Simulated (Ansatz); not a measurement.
In4Bi3Sb as one 8-atom ordering (P-4m2) on the zincblende lattice, relaxed with r2SCAN. The symmetry is P-4m2 (No. 115, tetragonal); conventional cell a = 4.752 Å, c = 13.361 Å, 37.71 Å³ an atom. Sb has 4 In at 2.87 Å; In has 2 Sb at 2.87 Å and 2 Bi at 2.92 Å; Bi has 4 In at 2.92 Å; In has 4 Bi at 2.92 Å.

```xyz
8
Lattice="4.7520 0.0000 0.0000 0.0000 4.7520 0.0000 0.0000 0.0000 13.3614" Properties=species:S:1:pos:R:3 pbc="T T T"
Sb    0.0000    0.0000    0.0000
In    0.0000    2.3760   11.7600
Bi    2.3760    2.3760   10.0675
In    2.3760    0.0000    8.3759
Bi    0.0000    0.0000    6.6807
In    0.0000    2.3760    4.9855
Bi    2.3760    2.3760    3.2939
In    2.3760    0.0000    1.6014
```

The questions ask for values computed with Ansatz on this geometry. Non-magnetic throughout. Whether this structure exists isn't addressed.

Given (6×6×2 mesh): PBE gives no gap: the lowest nominally empty band dips 0.10 eV below the top of the last filled one (its bottom at X, the top at Γ), so the cell is a metal or semimetal at this level.

Task: How does the gap change from PBE to PBE+SOC (6×6×2)?

Result: PBE+SOC gives no gap: the lowest nominally empty band dips 0.58 eV below the top of the last filled one (its bottom at X, the top at Γ), so the cell is a metal or semimetal at this level.

Task: How does the gap change from PBE to r2SCAN (6×6×2)?

Result: The r2SCAN gap is direct at Γ: 0.01 eV. (This is within a few times the smearing of 0.02 eV, so the filling near the edges can be smeared.)

Task: What does HSE06 give for the gap (4×4×2 mesh)?

Result: HSE06 gives a direct gap of 0.04 eV at Γ. (With 0.02 eV of smearing so small a gap leaves both edges partly filled, and it could close between the points sampled.)

Task: What do these levels agree on?

Result: The levels disagree on the kind of gap: direct with r2SCAN, HSE06; no gap with PBE, PBE+SOC.

Only the levels marked +SOC include spin-orbit coupling.

The meshes of the hybrids are coarse, so their gaps aren't converged to the digits shown.
